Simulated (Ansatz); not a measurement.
Zn3P4W:
```yaml
crystal:
  lattice:
    - [7.76361, 0.00000, 0.00000]
    - [0.00000, 6.72014, 0.00000]
    - [0.00000, 0.00000, 6.41265]
  atoms:
    - { symbol: Zn, position: [0.25152, 0.83001, 0.73479] }
    - { symbol: Zn, position: [0.24848, 0.16999, 0.23479] }
    - { symbol: Zn, position: [0.74848, 0.83001, 0.73479] }
    - { symbol: Zn, position: [0.75152, 0.16999, 0.23479] }
    - { symbol: Zn, position: [0.00000, 0.34178, 0.73108] }
    - { symbol: Zn, position: [0.50000, 0.65822, 0.23108] }
    - { symbol: W, position: [0.00000, 0.67111, 0.22656] }
    - { symbol: W, position: [0.50000, 0.32889, 0.72656] }
    - { symbol: P, position: [0.75424, 0.83193, 0.10993] }
    - { symbol: P, position: [0.74576, 0.16807, 0.60993] }
    - { symbol: P, position: [0.24576, 0.83193, 0.10993] }
    - { symbol: P, position: [0.25424, 0.16807, 0.60993] }
    - { symbol: P, position: [0.00000, 0.34791, 0.10766] }
    - { symbol: P, position: [0.50000, 0.65209, 0.60766] }
    - { symbol: P, position: [0.00000, 0.67389, 0.58454] }
    - { symbol: P, position: [0.50000, 0.32611, 0.08454] }
```

Relaxed with PBE. Special points in fractions of this cell's reciprocal vectors: Γ (0.000, 0.000, 0.000); X (0.500, 0.000, 0.000); S (0.500, 0.500, 0.000); Y (0.000, 0.500, 0.000); Z (0.000, 0.000, 0.500); U (0.500, 0.000, 0.500); R (0.500, 0.500, 0.500); T (0.000, 0.500, 0.500).

Question: List the band energies nearest the valence-band maximum at these points for PBE (plane waves, PAW; program Ansatz).

Answer: In eV from the valence-band maximum; about four levels below and three above (degenerate sets whole), none deeper than 8.9 eV; points with the same levels are listed once.

```
k                    below                above
-  -----------------------  -------------------
Γ  -1.46 -1.34 -0.99 -0.28       0.79 1.12 1.23
X  -1.32 -1.32 -0.64 -0.64  0.86 0.86 1.35 1.35
S  -1.33 -1.33 -0.69 -0.69  0.89 0.89 1.40 1.40
Y   -1.30 -1.16 -0.66 0.00       0.53 0.82 1.15
Z  -0.73 -0.73 -0.55 -0.55  0.33 0.33 1.00 1.00
U  -0.83 -0.83 -0.58 -0.58  0.50 0.50 1.07 1.07
R  -0.89 -0.89 -0.84 -0.84  0.36 0.36 1.04 1.04
T  -0.87 -0.87 -0.65 -0.65  0.64 0.64 0.87 0.87
```

Space group Pmn2_1. The start of the workflow was typed in or built on a structure type; neither database checked (COD, Materials Project) lists it. Its standing as an ambient phase is unchecked. Symmetry was held in the PBE relaxation; its stability against distortions is not shown here. The run is not spin-polarised. Scalar-relativistic: spin–orbit coupling is off unless named, which matters more the heavier the elements.

Potentials: the later of the program's two PAW sets.
